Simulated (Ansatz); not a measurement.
**Structures of RuRh2: which is lowest?**

Plane-wave DFT in Ansatz with scalar-relativistic PAW potentials, cutoff 420 eV, Γ-centred meshes chosen by cell and gap, Gaussian smearing with energies taken to zero width. Every cell was relaxed (cell and atoms) in a run of its own, within the symmetry of its start. Functional: PBE.

Relaxed structures (starts from databases or built by putting these elements on another compound's sites):
A. P6/mmm, 3 atoms in the computed cell, a = 4.319 Å, c = 2.647 Å; sites (symmetry × multiplicity) Ru 6/mmm × 1, Rh -6m2 × 2; start: built
B. I4/mmm, 3 atoms in the computed cell, a = 3.787 Å, c = 6.931 Å; sites (symmetry × multiplicity) Ru 4/mmm × 2, Rh -4m2 × 4; start: built

Task: Rank them by energy. Could pressure change the order?

Result:
```tsv
structure	group	E − E(lowest) (meV/atom)	V (Å³/atom)	gap on mesh (eV)
A	P6/mmm	0.0	14.25	0.00
B	I4/mmm	369	16.56	0.00
```

A is lowest, 369 meV/atom under B. The lowest is also the densest of these, so pressure wouldn't bring one of the others in at first order. Other structures may lie lower than all of these, and vibrations aren't counted.